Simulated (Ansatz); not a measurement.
Data:

Se:
```
CELL_PARAMETERS angstrom
      5.35060     3.08917     1.52439
     -5.35060     3.08917     1.52439
      0.00000    -6.17834     1.52439
ATOMIC_POSITIONS crystal
  Se 0.83298 0.69774 0.09119
  Se 0.16702 0.30226 0.90881
  Se 0.09119 0.83298 0.69774
  Se 0.90881 0.16702 0.30226
  Se 0.69774 0.09119 0.83298
  Se 0.30226 0.90881 0.16702
```

This is the PBEsol-relaxed structure. x, y and z are the axes in which the lattice vectors are written.

Question: All from PBEsol (plane waves, PAW; program Ansatz), unless another level is named. Predict the band gap.

Answer: 0.86 eV (indirect).

Question: Predict the smallest direct gap on the standard path.

Answer: 1.06 eV.

Question: Next, the valence-band maximum?

Answer: off the standard path, at k = (0.013, 0.060, 0.344).

Space group R-3. The workflow started from a Materials Project entry (that database holds measured and hypothetical structures alike); the Crystallography Open Database files this formula in space group No. 148, but the cells were not matched. It is not the phase usual at ambient conditions (space group No. 152). The PBEsol relaxation kept the symmetry of its start; whether a distortion lowers the energy is not shown. A crystal of weakly bound molecules computed without a dispersion correction: the cell and the soft elastic constants depend strongly on that. Scalar-relativistic: spin–orbit coupling is off unless named, which matters more the heavier the elements.

Potentials: the later of the program's two PAW sets.
